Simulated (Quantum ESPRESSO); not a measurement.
## Ru2TiAl2ZrAg2 (input and log of a self-consistent run)

Computed values, not a measurement. The program is pw.x of Quantum ESPRESSO 7.5 (plane-wave density functional theory). The cell is made up: eight metal atoms on a hexagonal close-packed lattice, with elements, volume, strain and displacements drawn at random and not relaxed, so it may be unstable or far from any real phase. PseudoDojo standard norm-conserving files set the functional (PBE unless stated); there is no spin polarisation or spin-orbit coupling, the Fermi-Dirac width of 0.25 eV means electrons at about 2900 K, and the masses in the input are unused placeholders. A spin test at this wide smearing found no moment, but such smearing suppresses magnetism that the real alloy may have.

Input:

```
&control calculation='scf', pseudo_dir='./dojo.nc.sr.pbe.v0_5.standard.upf', outdir='./o', disk_io='minimal', tprnfor=.true., tstress=.true. /
&system ibrav=0, nat=8, ntyp=5, nbnd=63, ecutwfc=84.00895049, nosym=.true., tot_charge=0,
 occupations='smearing', smearing='fd', degauss=0.0183746611
/
&electrons conv_thr=1.470e-08, electron_maxstep=70, mixing_beta=0.5 /
ATOMIC_SPECIES
Ag 1.0 Ag.upf
Al 1.0 Al.upf
Ru 1.0 Ru.upf
Ti 1.0 Ti.upf
Zr 1.0 Zr.upf
CELL_PARAMETERS angstrom
4.1768 -2.4115 0.0
-2.7845 0.0 -4.6424
2.7845 4.823 0.0
ATOMIC_POSITIONS angstrom
Ru -0.1481 0.0983 -0.062
Ti 1.459 2.5204 0.1977
Ru 0.0381 1.649 -2.2296
Al 1.2664 3.8833 -2.4244
Zr 2.8697 -0.0261 -0.1554
Ag 4.226 2.4237 0.1521
Ag 1.4224 -1.002 -2.3241
Al 2.7352 1.5646 -2.3142
K_POINTS automatic
6 5 5 1 1 1
```

The log is shortened where brackets say so; the opening notice, blank lines, dates and the lines on written files are dropped, and the path of the files is cut. It prints rydbergs, bohrs and kilobars, and counts compression as positive stress. Its total energy is the free energy E - TS of the whole cell.

```
     Program PWSCF v.7.5
     Parallel version (MPI & OpenMP), running on       4 processor cores
     Number of MPI processes:                 4
     Threads/MPI process:                     1
     [start-up lines left out]
     bravais-lattice index     =            0
     lattice parameter (alat)  =       9.1141  a.u.
     unit-cell volume          =     841.4679 (a.u.)^3
     number of atoms/cell      =            8
     number of atomic types    =            5
     number of electrons       =       100.00
     number of Kohn-Sham states=           63
     kinetic-energy cutoff     =      84.0090  Ry
     charge density cutoff     =     336.0358  Ry
     scf convergence threshold =      1.5E-08
     mixing beta               =       0.5000
     number of iterations used =            8  plain     mixing
     Exchange-correlation= PBE
                           (   1   4   3   4   0   0   0)
     [axes and pseudopotential details left out]
   Cartesian axes
     site n.     atom                  positions (alat units)
         1        Ru     tau(   1) = (  -0.0307073   0.0203817  -0.0128552  )
         2        Ti     tau(   2) = (   0.3025110   0.5225831   0.0409914  )
         3        Ru     tau(   3) = (   0.0078997   0.3419059  -0.4622882  )
         4        Al     tau(   4) = (   0.2625771   0.8051686  -0.5026783  )
         5        Zr     tau(   5) = (   0.5950074  -0.0054116  -0.0322208  )
         6        Ag     tau(   6) = (   0.8762245   0.5025332   0.0315366  )
         7        Ag     tau(   7) = (   0.2949223  -0.2077560  -0.4818820  )
         8        Al     tau(   8) = (   0.5671200   0.3244063  -0.4798293  )
     number of k points=    75  Fermi-Dirac smearing, width (Ry)=  0.0184
                       cart. coord. in units 2pi/alat
        k(    1) = (   0.1154707   0.0333337  -0.1731485), wk =   0.0266667
        k(    2) = (   0.2020737   0.1833330  -0.2250928), wk =   0.0266667
     [further k points left out]
     Dense  grid:    87515 G-vectors     FFT dimensions: (  54,  60,  64)
     Estimated max dynamical RAM per process >     346.00 MB
     Estimated total dynamical RAM >       1.29 GB
     Initial potential from superposition of free atoms
     starting charge      99.9887, renormalised to     100.0000
     Starting wfcs are   68 randomized atomic wfcs
     total cpu time spent up to now is        5.5 secs
     per-process dynamical memory:   291.0 Mb
     Self-consistent Calculation
     iteration #  1     ecut=    84.01 Ry     beta= 0.50
     Davidson diagonalization with overlap
     ethr =  1.00E-02,  avg # of iterations =  3.8
     total cpu time spent up to now is       17.7 secs
     total energy              =   -1252.14079680 Ry
     estimated scf accuracy    <       2.77656597 Ry
     iteration #  2     ecut=    84.01 Ry     beta= 0.50
     Davidson diagonalization with overlap
     ethr =  2.78E-03,  avg # of iterations =  3.0
     total cpu time spent up to now is       30.0 secs
     total energy              =   -1252.80446879 Ry
     estimated scf accuracy    <       9.61847017 Ry
     iteration #  3     ecut=    84.01 Ry     beta= 0.50
     Davidson diagonalization with overlap
     ethr =  2.78E-03,  avg # of iterations =  3.1
     total cpu time spent up to now is       41.2 secs
     total energy              =   -1253.50549897 Ry
     estimated scf accuracy    <       1.26812665 Ry
     iteration #  4     ecut=    84.01 Ry     beta= 0.50
     Davidson diagonalization with overlap
     ethr =  1.27E-03,  avg # of iterations =  3.5
     total cpu time spent up to now is       51.9 secs
     total energy              =   -1253.62824743 Ry
     estimated scf accuracy    <       0.28523030 Ry
     iteration #  5     ecut=    84.01 Ry     beta= 0.50
     Davidson diagonalization with overlap
     ethr =  2.85E-04,  avg # of iterations =  4.3
     total cpu time spent up to now is       63.8 secs
     total energy              =   -1253.63891639 Ry
     estimated scf accuracy    <       0.21073827 Ry
     [iterations 6 to 9 left out]
     iteration # 10     ecut=    84.01 Ry     beta= 0.50
     Davidson diagonalization with overlap
     ethr =  1.08E-06,  avg # of iterations =  2.3
     total cpu time spent up to now is      118.6 secs
     total energy              =   -1253.66628595 Ry
     estimated scf accuracy    <       0.00125618 Ry
     iteration # 11     ecut=    84.01 Ry     beta= 0.50
     Davidson diagonalization with overlap
     ethr =  1.08E-06,  avg # of iterations =  1.0
     total cpu time spent up to now is      127.4 secs
     total energy              =   -1253.66638284 Ry
     estimated scf accuracy    <       0.00000887 Ry
     iteration # 12     ecut=    84.01 Ry     beta= 0.50
     Davidson diagonalization with overlap
     ethr =  8.87E-09,  avg # of iterations =  4.4
     total cpu time spent up to now is      139.3 secs
     total energy              =   -1253.66638474 Ry
     estimated scf accuracy    <       0.00000093 Ry
     iteration # 13     ecut=    84.01 Ry     beta= 0.50
     Davidson diagonalization with overlap
     ethr =  9.29E-10,  avg # of iterations =  2.0
     total cpu time spent up to now is      150.1 secs
     total energy              =   -1253.66638492 Ry
     estimated scf accuracy    <       0.00000037 Ry
     iteration # 14     ecut=    84.01 Ry     beta= 0.50
     Davidson diagonalization with overlap
     ethr =  3.71E-10,  avg # of iterations =  1.1
     total cpu time spent up to now is      159.1 secs
     End of self-consistent calculation
     [lines on levels left out]
!    total energy              =   -1253.66638495 Ry
     estimated scf accuracy    <       0.00000001 Ry
     smearing contrib. (-TS)   =      -0.09062955 Ry
     internal energy E=F+TS    =   -1253.57575540 Ry
     The total energy is F=E-TS. E is the sum of the following terms:
     one-electron contribution =    -520.96454267 Ry
     hartree contribution      =     313.15920563 Ry
     xc contribution           =    -203.22106557 Ry
     ewald contribution        =    -842.54935279 Ry
     convergence has been achieved in  14 iterations
     Forces acting on atoms (cartesian axes, Ry/au):
     atom    1 type  3   force =     0.06849183   -0.05551273   -0.00062965
     atom    2 type  4   force =     0.04523907   -0.03168023   -0.04930999
     atom    3 type  3   force =     0.02147586   -0.01591850   -0.02094528
     atom    4 type  2   force =     0.00877716    0.04254127    0.03415599
     atom    5 type  5   force =    -0.03961570    0.00961105    0.06283917
     atom    6 type  1   force =    -0.05112012    0.00533896   -0.02676891
     atom    7 type  1   force =    -0.04378696    0.01248605    0.00287723
     atom    8 type  2   force =    -0.00946114    0.03313414   -0.00221857
     Total force =     0.172349     Total SCF correction =     0.000238
     Computing stress (Cartesian axis) and pressure
          total   stress  (Ry/bohr**3)                   (kbar)     P=      114.67
   0.00084305   0.00001433  -0.00015884          124.02        2.11      -23.37
   0.00001433   0.00079777   0.00005785            2.11      117.36        8.51
  -0.00015884   0.00005785   0.00069763          -23.37        8.51      102.63
     init_run     :      5.21s CPU      5.40s WALL (       1 calls)
     electrons    :    153.09s CPU    153.57s WALL (       1 calls)
     forces       :      1.81s CPU      1.81s WALL (       1 calls)
     stress       :      6.12s CPU      6.12s WALL (       1 calls)
     [timing details left out]
     PWSCF        :   2m46.38s CPU   2m47.06s WALL
     JOB DONE.
```

In other units: free energy -17057.000 eV for the cell, pressure 11.47 GPa, largest force component 1.761 eV/Å in size. The run took 169 s of wall time with four MPI processes on a shared machine (AMD EPYC, Zen 5, virtual cores), so the time is rough. A rerun of this cell at a higher cutoff and on a denser mesh moved values by no more than 0.003 eV in energy, 0.04 GPa in stress and 0.003 eV/Å in force, and a second program with other atomic files agreed on that cell to 2 % rms in force and 0.5 GPa in pressure.